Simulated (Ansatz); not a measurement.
Each is relaxed and computed with DFT-PBE in the program Ansatz with PAW potentials. Which is the only one with a gap?
A) GaAs, rock salt
B) GaP, rock salt
C) CrGe, rock salt
D) KCl, rock salt

D, KCl, rock salt. KCl: gap 5.05 eV (direct); CrGe: metal; GaP: metal; GaAs: metal. Spin orders computed, not proven ground states: CrGe, rock salt ferromagnetic. Constructed cells (a structure type filled with these elements, in neither database checked): CrGe, rock salt. Typed or built starts, not in the databases checked: GaP, rock salt; GaAs, rock salt. Not the usual ambient phase: GaP, rock salt; GaAs, rock salt. Unstable at this level: CrGe, rock salt. All cells were relaxed under the symmetry of their starts (and spin orders); stability against distortions was not tested throughout. Spin–orbit coupling is left out wherever it is not named.

Potentials: the later of the program's two PAW sets.
